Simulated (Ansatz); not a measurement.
# LuSi$_{2}$Os$_{2}$: settings compared (Ansatz)

The command:

```bash
ansatz run input.yaml --threads 1 --pin off --max-ram 2560MiB --backend cpu --events-out ev --progress --plain --runs-dir out
```

The input file (Ansatz 0.2.0, plane waves):

```yaml
crystal:
  lattice:
    - [0.0, 4.104519, 0.0]
    - [4.104519, 0.0, 0.0]
    - [2.052259, 2.052259, -4.769061]
  atoms:
    - { symbol: Os, position: [0.75, 0.25, 0.5] }
    - { symbol: Os, position: [0.25, 0.75, 0.5] }
    - { symbol: Lu, position: [0.0, 0.0, 0.0] }
    - { symbol: Si, position: [0.375, 0.375, 0.25] }
    - { symbol: Si, position: [0.625, 0.625, 0.75] }
  symmetry: { tolerance: 0.0003 }
kpoints:
  mp_grid: { grid: [5, 5, 5], shift: [0, 0, 0] }
magnetization:
  spin_polarized: false
scf:
  occupations: { method: fermi_dirac }
hamiltonian:
  pseudopotentials: { kind: paw }
  xc: r2scan
basis:
  ecutwfc: 500
output:
  forces: true
  stress: true
  eigenvalues: true
```

Origin of the cell: a database entry, scaled a little.

The smearing width isn't typed, so it takes its default of 0.1 eV.

Output of this run (shortened):

```
Pseudopotentials: kind: paw
Pseudopotential: Os, paw, valence charge 16, recommended cutoff 500 eV (meta_gga), Os.paw.azcp
Pseudopotential: Lu, paw, valence charge 25, recommended cutoff 500 eV (meta_gga), Lu.paw.azcp
Pseudopotential: Si, paw, valence charge 4, recommended cutoff 500 eV (meta_gga), Si.paw.azcp
Functional definition: r2SCAN
  exchange = r2scan_x(k0 = k0, k1 = k1, a1 = a1)
  correlation = r2scan_c
Crystal: 5 atoms, lattice volume = 80.345 Å³
Basis set: ecut = 500 eV, 2041 PW (Γ), exchange–correlation on 120×120×180 points (64 copies of the dense FFT grid, shifted against one another)
Bands: 39, of which v1, the nominal top of the filled ones, is band 33 counted from 1 (32 counted from 0)
Symmetry: 16 space group operations
[… 11 lines left out …]
Initial density: superposition of atomic densities (neutral atoms: chi_scale 0, normalization atom), corrected by the library's trained network
Functional: x = r2scan, c = r2scan; τ floored in thin density (d = 2e-4 eV/Å³)
SCF iter   1: F=—  HF=-38820.843233 eV  Δρ=1.44e-2  dr2=2.94e-1  dr2_τ=1.38e-1
SCF iter   2: F=—  HF=-38820.855805 eV  Δρ=6.36e-3  dr2=4.12e-2  dr2_τ=1.09e-2  defer=4
SCF iter   3: F=—  HF=-38820.849634 eV  Δρ=3.63e-3  dr2=1.26e-2  dr2_τ=1.28e-3  defer=4
SCF iter   4: F=—  HF=-38820.848802 eV  Δρ=2.18e-3  dr2=6.13e-3  dr2_τ=1.74e-4  defer=4
SCF iter   5: F=—  HF=-38820.848568 eV  Δρ=4.97e-4  dr2=4.49e-4  dr2_τ=1.14e-5  defer=4
SCF iter   6: F=—  HF=-38820.848636 eV  Δρ=1.38e-4  dr2=3.26e-5  dr2_τ=8.51e-7  defer=4
SCF iter   7: F=—  HF=-38820.848641 eV  Δρ=6.77e-5  dr2=2.87e-6  dr2_τ=1.11e-7  defer=4
SCF iter   8: F=—  HF=-38820.848642 eV  Δρ=1.72e-5  dr2=2.88e-7  dr2_τ=2.75e-8  defer=4
SCF iter   9: F=-38820.848643 eV  HF=-38820.848643 eV  Δρ=5.50e-6  dr2=2.58e-8  dr2_τ=1.03e-9
SCF 1 converged in 9 iterations: F = -38820.848643 eV  dr2 = 2.58e-8
SCF converged after 9 iterations
Free energy (F): -38820.848643 eV
Harris-Foulkes:  -38820.848643 eV  (|F-HF|=4.02e-9)
Internal energy: -38820.767575 eV  (E = F + TS)
E sigma→0 (E₀):  -38820.808109 eV
Entropy (-TS):   -0.081068 eV (-16.214 meV/atom)
Fermi energy:    17.253727 eV
--- Per-component energies (eV) ---
  E_band       = -238.834305
  E_kinetic    = 1641.789205
  E_local      = -9309.538948  (includes V_loc(G=0)·N_el)
  E_nonlocal   = 616.041952
  E_hartree    = 3930.643524
  E_xc         = -829.578570
  E_vxc        = -1029.626214  (∫ρ·V_xc dr)
  E_paw        = -26501.451547  (= ΣΔE_a)
  E_vpaw       = -76.438333  (= ΣTr[D̂ρ^β])
  E_aug_tail   = -0.000256  (compensation charges beyond the density's cutoff)
  E_vtau       = 57.650641  (kinetic-family band-sum trace: ∫τ·v_τ [+ j·A + Jᵃ·Aᵃ] dr)
  E_ewald      = -8368.427566
  E_core_change = -0.245369  (= ΣΔE_core)
  E_smearing   = -0.081068  (= −TS)
  Σ components = -38820.848643   (vs F -38820.848643, Δ=0.00e0)
--- Forces (eV/Å), atoms counted from 1 ---
  atom   1  Os     0.000000    -0.000000     0.000000
  atom   2  Os    -0.000000     0.000000     0.000000
  atom   3  Lu     0.000000    -0.000000     0.000000
  atom   4  Si    -0.000000    -0.000000    -0.342750
  atom   5  Si     0.000000     0.000000     0.342750
  max |Σ_I F_I| component: 6.94e-18 eV/Å
--- Stress (GPa, compression-positive) ---
        2.769707      -0.000000      -0.000000
       -0.000000       2.769707      -0.000000
       -0.000000      -0.000000       0.598419
  P = ⅓ Tr σ = 2.0459 GPa (20.459 kbar)
```

The same input was run again with these changes:

1. `scf.algorithm` default → density_mixing; `crystal.symmetry` { tolerance: 0.0003 } → { detect: false }
2. `scf.n_extra_bands` default → 32; `kpoints.mp_grid.shift` [0, 0, 0] → [0.5, 0.5, 0.5]
3. `kpoints.mp_grid.grid` [5, 5, 5] → [8, 8, 8]; `basis.ecutwfc` 500 → "44.1 Ry"
4. `hamiltonian.dispersion` default → d3bjatm; `scf.lower_state_search` default → light

| run | end | SCF iterations | P (GPa) | max force component (eV/Å) | moment (μB) | ΔE(σ→0) (meV/atom) |
| --- | --- | --- | --- | --- | --- | --- |
| base | converged | 9 | 2.05 | 0.343 | – | 0 |
| 1 | converged | 9 | 2.05 | 0.343 | – | 0.00 |
| 2 | converged | 9 | 2.04 | 0.141 | – | 0.95 |
| 3 | converged | 9 | 2.12 | 0.220 | – | 2.62 |
| 4 | converged | 9 | 0.52 | 0.340 | – | – |

Energies are compared only where functional, datasets, charge and starting cell are the same.

Caveats of the base run: no moments, though an odd count or open d shells may carry them; no spin-orbit coupling, though heavy elements are present; the k mesh is coarse if the cell is a metal.

Run 2: the k mesh keeps only part of the crystal's symmetry.

The base run ran for 7.3 s on 1 thread of Intel(R) Xeon(R) Platinum 8488C (Sapphire Rapids) (shared host), peak memory 0.71 GiB, from the program's own first density.
